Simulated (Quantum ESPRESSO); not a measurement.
pw.x input (Quantum ESPRESSO 7.5; PBE, PseudoDojo standard norm-conserving files, scalar-relativistic):

```
&CONTROL
  calculation = 'scf'
  pseudo_dir = './pseudo'
  outdir = './out'
  tprnfor = .true.
  tstress = .true.
/
&SYSTEM
  ibrav = 0
  nat = 4
  ntyp = 2
  ecutwfc = 84.0
  ecutrho = 336.0
  occupations = 'smearing'
  smearing = 'fd'
  degauss = 0.002
  nbnd = 31
/
&ELECTRONS
  conv_thr = 4e-10
/
ATOMIC_SPECIES
Mg 24.3050 Mg.upf
Te 127.6000 Te.upf
CELL_PARAMETERS angstrom
  4.562643707514   0.000000000000   0.000000000000
 -2.281321853757   3.951365359124   0.000000000000
  0.000000000000   0.000000000000   7.404125027000
ATOMIC_POSITIONS crystal
Mg   0.333333333000   0.666666667000   0.996426334100
Mg   0.666666666333   0.333333333667   0.496426334100
Te   0.333333333000   0.666666667000   0.373573665900
Te   0.666666666333   0.333333333667   0.873573665900
K_POINTS automatic
9 9 4 0 0 0
```

End of the output:

```

[...]
     the Fermi energy is     5.4660 ev
!    total energy              =    -656.98549970 Ry
     estimated scf accuracy    <          8.1E-12 Ry
     smearing contrib. (-TS)   =      -0.00000000 Ry
     internal energy E=F+TS    =    -656.98549970 Ry
     The total energy is F=E-TS. E is the sum of the following terms:
     one-electron contribution =    -437.88649925 Ry
     hartree contribution      =     220.95486966 Ry
     xc contribution           =    -130.03990800 Ry
     ewald contribution        =    -310.01396212 Ry
     convergence has been achieved in   9 iterations
     Forces acting on atoms (cartesian axes, Ry/au):
     atom    1 type  1   force =     0.00000000    0.00000000    0.00028362
     atom    2 type  1   force =     0.00000000    0.00000000    0.00028362
     atom    3 type  2   force =     0.00000000    0.00000000   -0.00028362
     atom    4 type  2   force =     0.00000000    0.00000000   -0.00028362
     Total force =     0.000567     Total SCF correction =     0.000007
     Computing stress (Cartesian axis) and pressure
          total   stress  (Ry/bohr**3)                   (kbar)     P=       11.87
   0.00007919   0.00000000  -0.00000000           11.65        0.00       -0.00
   0.00000000   0.00007919  -0.00000000            0.00       11.65       -0.00
  -0.00000000  -0.00000000   0.00008379           -0.00       -0.00       12.33
```
In a gapped system the printed Fermi energy is only some level inside the gap.

Spin-orbit coupling is not included.

Geometry relaxed with PBEsol.
